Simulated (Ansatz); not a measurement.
What DFT gives for ZrBiS

```xyz
6
Lattice="3.9318 0.0000 0.0000 0.0000 3.9318 0.0000 0.0000 0.0000 8.7131" Properties=species:S:1:pos:R:3 pbc="T T T"
Bi    0.0000    0.0000    0.0000
Bi    1.9659    1.9659    0.0000
Zr    0.0000    1.9659    2.4135
Zr    1.9659    0.0000    6.2996
S     0.0000    1.9659    5.4196
S     1.9659    0.0000    3.2936
```

The numbers come from plane-wave PAW DFT (Ansatz): r2SCAN, no spin polarisation, 500 eV, 9×9×4 Γ-centred k points, fermi-dirac occupations (width 0.1 eV). Nothing was relaxed.

Task: What is the formation energy?

Result: -0.44 eV an atom against the elements' usual phases (free molecules for gases, crystals otherwise, with no correction for O₂ or N₂), so it is bound against them; other compounds may still compete. Relaxing would lower it.

Task: Where is the largest force?

Result: The largest is on Zr3 (and as large on other atoms): 1.44 eV/Å, components (0.00, 0.00, 1.44). It makes 72° with the line to a nearest neighbour, S6 at 2.92 Å.

Task: What do density and ELF say about some of the short contacts?

Result: Bi–Bi at 2.78 Å: least valence density 0.40 e/Å³ and ELF 0.35 there. Zr–S at 2.92 Å: least valence density 0.21 e/Å³ and ELF 0.20 there. Bi–Zr at 3.11 Å: least valence density 0.23 e/Å³ and ELF 0.28 there. These are pseudo-fields; inside the PAW spheres they differ from the all-electron ones.

Task: What happens at the Fermi level?

Result: It is a metal, with about 3.6 states/eV a cell as the mean within 0.25 eV of the Fermi level, mostly Zr d (76 %).

Task: Is the cell too large or too small?

Result: The pressure is 6.3 GPa (compression positive), so with the atoms held at these fractions the cell would first expand; the forces are large, so a full relaxation may end otherwise. The principal stresses -6.6, 12.7, 12.7 GPa differ, so its shape would change too.

Task: Give the Bader charges.

Result: Bader charges in e: Zr +1.72, Bi -0.45, S -1.27. In the mean Zr gives up most and S takes most.

Origin: a known structure type with other elements, at an estimated volume, so it need not be a known compound. Caveats: many states at the Fermi level without spin polarisation, so a magnetic state may lie lower.
